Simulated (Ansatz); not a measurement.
A relaxation of cell and atoms of In3GaP4 as one 8-atom ordering (Pmm2) on the zincblende lattice with the plane-wave code Ansatz, at the level PBE. The start is a rough guess from atomic radii.

```yaml
crystal:
  lattice:
    - [3.9253481376, 0.0, 0.0]
    - [0.0, 7.8506962753, 0.0]
    - [0.0, 0.0, 5.5512805733]
  atoms:
    - { symbol: Ga, position: [0.0, 0.0, 0.0] }
    - { symbol: P, position: [0.5, 0.0, 0.25] }
    - { symbol: In, position: [0.5, 0.25, 0.5] }
    - { symbol: P, position: [0.0, 0.25, 0.75] }
    - { symbol: In, position: [0.0, 0.5, 0.0] }
    - { symbol: P, position: [0.5, 0.5, 0.25] }
    - { symbol: In, position: [0.5, 0.75, 0.5] }
    - { symbol: P, position: [0.0, 0.75, 0.75] }
kpoints:
  mp_grid: { grid: [6, 4, 4] }
hamiltonian:
  xc: pbe
scf:
  occupations: { method: fermi_dirac, width: 0.02 }
relax:
  f_tol: 0.005
  cell: {}
```

The trajectory has 6 recorded frames, each with positions in Å and forces in eV/Å. Some frames, the last among them, repeat a geometry solved again on a basis re-selected at its cell; pressure is positive in compression.

Step 1: energy 0.0 meV/atom from step 1, largest force component 1.947 eV/Å, pressure +15.00 GPa
```xyz
8
Lattice="3.9253 0.0000 0.0000 0.0000 7.8507 0.0000 0.0000 0.0000 5.5513" Properties=species:S:1:pos:R:3:forces:R:3 pbc="T T T"
Ga    0.0000    0.0000    0.0000    0.0000    0.0000   -0.0561
P     1.9627    0.0000    1.3878    0.0000    0.0000   -1.9465
In    1.9627    1.9627    2.7756    0.0000   -0.0633   -0.0005
P     0.0000    1.9627    4.1635    0.0000   -1.3779    0.9501
In    0.0000    3.9253    0.0000    0.0000    0.0000    0.0533
P     1.9627    3.9253    1.3878    0.0000    0.0000    0.0501
In    1.9627    5.8880    2.7756    0.0000    0.0633   -0.0005
P     0.0000    5.8880    4.1635    0.0000    1.3779    0.9501
```

Step 2: energy -183.5 meV/atom from step 1, largest force component 0.129 eV/Å, pressure +0.90 GPa
```xyz
8
Lattice="4.1168 0.0000 0.0000 0.0000 8.2273 0.0000 0.0000 0.0000 5.8122" Properties=species:S:1:pos:R:3:forces:R:3 pbc="T T T"
Ga    0.0000    0.0000   -0.0001    0.0000    0.0000   -0.1276
P     2.0584    0.0000    1.2838    0.0000    0.0000    0.0798
In    2.0584    1.9889    2.9065    0.0000   -0.0139   -0.0144
P     0.0000    1.9543    4.4242    0.0000   -0.0793   -0.0222
In    0.0000    4.1137    0.0008    0.0000    0.0000   -0.0084
P     2.0584    4.1137    1.4906    0.0000    0.0000    0.1294
In    2.0584    6.2385    2.9065    0.0000    0.0139   -0.0144
P     0.0000    6.2731    4.4242    0.0000    0.0793   -0.0222
```

**Question.** How does the relaxation go on, and where does it end?

**Answer.**
Step 3: energy -184.6 meV/atom from step 1, largest force component 0.034 eV/Å, pressure +0.22 GPa
```xyz
8
Lattice="4.1168 0.0000 0.0000 0.0000 8.2627 0.0000 0.0000 0.0000 5.8470" Properties=species:S:1:pos:R:3:forces:R:3 pbc="T T T"
Ga    0.0000    0.0000   -0.0175    0.0000    0.0000   -0.0214
P     2.0584    0.0000    1.2908    0.0000    0.0000    0.0211
In    2.0584    1.9900    2.9214    0.0000   -0.0032   -0.0076
P     0.0000    1.9620    4.4488    0.0000   -0.0342    0.0021
In    0.0000    4.1314    0.0063    0.0000    0.0000    0.0206
P     2.0584    4.1314    1.5210    0.0000    0.0000   -0.0093
In    2.0584    6.2727    2.9214    0.0000    0.0032   -0.0076
P     0.0000    6.3007    4.4488    0.0000    0.0342    0.0021
```

Step 4: energy -184.7 meV/atom from step 1, largest force component 0.007 eV/Å, pressure 0.00 GPa
```xyz
8
Lattice="4.1287 0.0000 0.0000 0.0000 8.2659 0.0000 0.0000 0.0000 5.8479" Properties=species:S:1:pos:R:3:forces:R:3 pbc="T T T"
Ga    0.0000    0.0000   -0.0171    0.0000    0.0000    0.0022
P     2.0643    0.0000    1.2927    0.0000    0.0000   -0.0044
In    2.0643    1.9913    2.9231    0.0000   -0.0046   -0.0061
P     0.0000    1.9596    4.4477    0.0000    0.0039    0.0066
In    0.0000    4.1330    0.0076    0.0000    0.0000    0.0015
P     2.0643    4.1330    1.5189    0.0000    0.0000   -0.0004
In    2.0643    6.2746    2.9231    0.0000    0.0046   -0.0061
P     0.0000    6.3063    4.4477    0.0000   -0.0039    0.0066
```

Step 5: energy -184.7 meV/atom from step 1, largest force component 0.002 eV/Å, pressure 0.00 GPa
```xyz
8
Lattice="4.1280 0.0000 0.0000 0.0000 8.2678 0.0000 0.0000 0.0000 5.8478" Properties=species:S:1:pos:R:3:forces:R:3 pbc="T T T"
Ga    0.0000    0.0000   -0.0177    0.0000    0.0000   -0.0020
P     2.0640    0.0000    1.2916    0.0000    0.0000    0.0017
In    2.0640    1.9909    2.9224    0.0000   -0.0011    0.0000
P     0.0000    1.9605    4.4483    0.0000    0.0000    0.0009
In    0.0000    4.1339    0.0083    0.0000    0.0000    0.0005
P     2.0640    4.1339    1.5198    0.0000    0.0000   -0.0020
In    2.0640    6.2769    2.9224    0.0000    0.0011    0.0000
P     0.0000    6.3073    4.4483    0.0000    0.0000    0.0009
```

Step 6: energy -185.9 meV/atom from step 1, largest force component 0.002 eV/Å, pressure +0.03 GPa
```xyz
8
Lattice="4.1280 0.0000 0.0000 0.0000 8.2678 0.0000 0.0000 0.0000 5.8478" Properties=species:S:1:pos:R:3:forces:R:3 pbc="T T T"
Ga    0.0000    0.0000   -0.0177    0.0000    0.0000   -0.0022
P     2.0640    0.0000    1.2916    0.0000    0.0000    0.0013
In    2.0640    1.9909    2.9224    0.0000   -0.0012    0.0001
P     0.0000    1.9605    4.4483    0.0000   -0.0004    0.0011
In    0.0000    4.1339    0.0083    0.0000    0.0000    0.0006
P     2.0640    4.1339    1.5198    0.0000    0.0000   -0.0020
In    2.0640    6.2769    2.9224    0.0000    0.0012    0.0001
P     0.0000    6.3073    4.4483    0.0000    0.0004    0.0011
```

In 5 steps the volume changed by +16.7 %; between the first SCF and the last, each on a basis chosen for its cell, the energy fell by 186 meV an atom. Final cell: the symmetry is Pmm2 (No. 25, orthorhombic); a = 4.128 Å, b = 8.268 Å, c = 5.848 Å in the conventional setting, 24.95 Å³ an atom. Around Ga lie 4 P at 2.40–2.44 Å; around P lie 2 Ga at 2.44 Å and 2 In at 2.57 Å; around In lie 4 P at 2.56–2.57 Å; around P lie 1 Ga at 2.40 Å and 3 In at 2.57–2.59 Å; around In lie 4 P at 2.56–2.59 Å; around P lie 4 In at 2.56 Å.

Command: `ansatz run input.yaml --threads 4 --pin off --max-ram 6451MiB --backend cpu --events-out ev --progress --plain --runs-dir out`. Wall time 42 s on 4 threads of Arm Neoverse V1, on a shared host; peak host memory 0.64 GiB.

The calculation is spin-unpolarised, and the structure need not be a phase that has been made.
